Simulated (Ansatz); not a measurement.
CdS:
```yaml
crystal:
  lattice:
    - [4.12080, 0.00000, 0.00000]
    - [-2.06040, 3.56872, 0.00000]
    - [0.00000, 0.00000, 13.43660]
  atoms:
    - { symbol: Cd, position: [0.00000, 0.00000, 0.00042] }
    - { symbol: Cd, position: [0.00000, 0.00000, 0.50042] }
    - { symbol: Cd, position: [0.66667, 0.33333, 0.75023] }
    - { symbol: Cd, position: [0.33333, 0.66667, 0.25023] }
    - { symbol: S, position: [0.00000, 0.00000, 0.81259] }
    - { symbol: S, position: [0.00000, 0.00000, 0.31259] }
    - { symbol: S, position: [0.66667, 0.33333, 0.56239] }
    - { symbol: S, position: [0.33333, 0.66667, 0.06239] }
```

Relaxed with PBEsol.

### Question
Decompose the optical modes at the zone centre into irreducible representations, and say which are infrared and Raman allowed.

### Answer
Point group 6mm: Γ_opt = 3A1 + 4B1 + 3E1 + 4E2. Infrared: A1, E1. Raman: A1, E1, E2.

### Question
Assign frequencies (DFPT, plane-wave PAW PBEsol (Ansatz code); without the LO–TO term).

### Answer
E2 34, E2 34, E1 41, B1 97, B1 98, A1 134, A1 231, E1 234, E2 241, E2 244, E1 250, B1 291, B1 292, A1 296 cm⁻¹.

Subscripts of B labels follow the axes of the standard setting.

Space group P6_3mc. The cell is a constructed one: a structure type filled with these elements. Its sites differ from those of the usual phase in this space group: another stacking or structure type. The PBEsol relaxation kept the symmetry of its start; its stability against distortions is not shown here.

Potentials: the later of the program's two PAW sets.
